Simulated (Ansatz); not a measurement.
One crystal and one scan (frozen-phonon scan) at two levels, PBE (plane waves to 420 eV, PAW, scalar-relativistic; Ansatz, a first-principles code) and r2SCAN (plane waves to 500 eV, PAW, scalar-relativistic; Ansatz), each from its own relaxed cell and on its own mesh. The cell shown is that of PBE.

Starting cell, AlN (zinc blende):

```
AlN
1.0
    0.00000     4.40321     4.40321
    2.20161     2.20161     4.40321
    2.20161     2.20161     0.00000
N Al
2 2
Direct
  0.00000   0.75000   0.75000
  0.50000   0.75000   0.75000
  0.00000   0.00000   0.00000
  0.50000   0.00000   0.00000
```

A phonon eigenvector at X = (0.5, 0.5, 0.0) is frozen into this cell: atom i moves by Q times the vector below, so Q is the largest atomic displacement, in Å. The cell is held. (q is in reciprocal vectors of the primitive cell; the cell shown is doubled to hold the pattern.)

```json
[
 {"atom": "Al3", "x": "0.000", "y": "0.000", "z": "1.000"},
 {"atom": "Al4", "x": "0.000", "y": "0.000", "z": "-1.000"}
]
```

Atoms not listed stay in place.

AlN was relaxed with its symmetry unable to fall. As the smearing reaches across the gap at some points, energies and forces of such displacements shift with the k mesh and the smearing. Percentages come from the unrounded values. Both scans cover Q from -0.280 to 0.280 Å.

Results of PBE:

```
Item                                                                                                                                              Result
----------------------------------------------------------------------------------------  --------------------------------------------------------------
Lattice constant a (Å)                                                                                                                             4.403
Band gap of the relaxed cell, no spin-orbit coupling (eV)                                                                                           3.31
Energy at Q = 0.280 Å (meV/cell)                                                                                                                    2396
Harmonic wavenumber from the curvature (finite differences) (cm⁻¹ (negative: imaginary))                                                             574
Space group of the distorted cell                                                                                    P-4m2 (No. 115), lowered from F-43m
Symmetry of the curve                                                                                                      even: the same for both signs
Shape of the curve                                                                        a single well with its minimum at or next to zero displacement
```

Problem. What does r2SCAN give for the same quantities?

Solution. 
```csv
quantity,r2SCAN,PBE − r2SCAN
Lattice constant a (Å),4.370,+0.033 (+0.8 %)
"Band gap of the relaxed cell, no spin-orbit coupling (eV)",3.94,-0.63 (-16 %)
Energy at Q = 0.280 Å (meV/cell),2607,-211 (-8.1 %)
Harmonic wavenumber from the curvature (finite differences) (cm⁻¹ (negative: imaginary)),597,-23 (-3.9 %)
```

PBE gives the higher value for: lattice constant a. PBE gives the lower value for: band gap of the relaxed cell, no spin-orbit coupling; energy at Q = 0.280 Å; harmonic wavenumber from the curvature. Both give the same space group of the distorted cell: P-4m2 (No. 115), lowered from F-43m. Neither level is exact: the differences show how much the result hangs on the functional.

(A displaced cell: forces are minus the slopes of the energy, force constants its curvatures, and phonons follow from these.)
